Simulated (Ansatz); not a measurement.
A distorted cell of BN (h-BN type, space group P6_3/mmc):

```yaml
crystal:
  lattice:
    - [2.49975, 0.00000, 0.00000]
    - [-1.24987, 2.16485, 0.00000]
    - [0.00000, 0.00000, 6.52535]
  atoms:
    - { symbol: B, position: [0.42934, 0.66667, 0.25000] }
    - { symbol: B, position: [0.66667, 0.33333, 0.75000] }
    - { symbol: N, position: [0.33333, 0.66667, 0.75000] }
    - { symbol: N, position: [0.66667, 0.33333, 0.25000] }
```

Level of theory: r2SCAN+rVV10 (plane waves to 500 eV, PAW, scalar-relativistic; Ansatz, a program for electronic structure). k mesh 12×12×4 (Γ-centred), Fermi-Dirac smearing 0.05 eV. The energy includes the smearing's −TS. Stress and pressure are positive under compression. BN was relaxed with its symmetry unable to fall. The PAW data are Ansatz's earlier set.

**Question.** Predict the force on every atom, in eV/Å.

**Answer.** 
| atom | Fx | Fy | Fz |
|---|---|---|---|
| B1 | -10.635 | 4.263 | 0.000 |
| B2 | 0.001 | -0.001 | 0.000 |
| N3 | 0.000 | 0.007 | 0.000 |
| N4 | 10.634 | -4.270 | 0.000 |

**Question.** What is the stress tensor (GPa)?

**Answer.** 
```
   22.1    -17.9      0.0
  -17.9     13.1      0.0
    0.0      0.0     -0.1
```
The pressure, a third of the trace, is 11.7 GPa.

**Question.** In it atom 1 sits (0.240, 0.000, 0.000) Å away from its relaxed site. What is its energy relative to the relaxed cell?

**Answer.** 1245 meV/cell.

(A displaced cell: forces are minus the slopes of the energy, force constants its curvatures, and phonons follow from these.)
